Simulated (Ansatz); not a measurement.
Values for one crystal, relaxed and computed with plane-wave PAW PBEsol (Ansatz code); other levels are named.

- Volume per atom = 9.13 Å³
- Band gap = 2.47 eV (indirect)
- Bulk modulus (Birch–Murnaghan fit) = 147 GPa
- Highest zone-centre frequency (without LO–TO term) = 126 cm⁻¹
- Smallest direct gap on the standard path = 3.48 eV
- Electronic dielectric constant ε∞ (DFPT) = 3.78
- Formation energy from the elements (no fitted shifts) = -2.00 eV/atom

**Question.** Which of these materials gives this?
A) LiTaO3, R3c (Li on 6a, Ta on 6a, O on 18b)
B) MgO, CsCl type
C) VBiO4, C2 (V on 2a, Bi on 2b, O on 4c, O on 4c)
D) SiO2, rutile

**Answer.** B, MgO, CsCl type

Space group Pm-3m (CsCl type). This is a known high-pressure phase of the composition, computed here at zero pressure and temperature. The PBEsol relaxation kept the symmetry of its start. At this level the phase is dynamically unstable (imaginary phonons). The references are the lowest solids computed at this level, not always the standard phases (solids in place of the gases).

Potentials: the later of the program's two PAW sets.
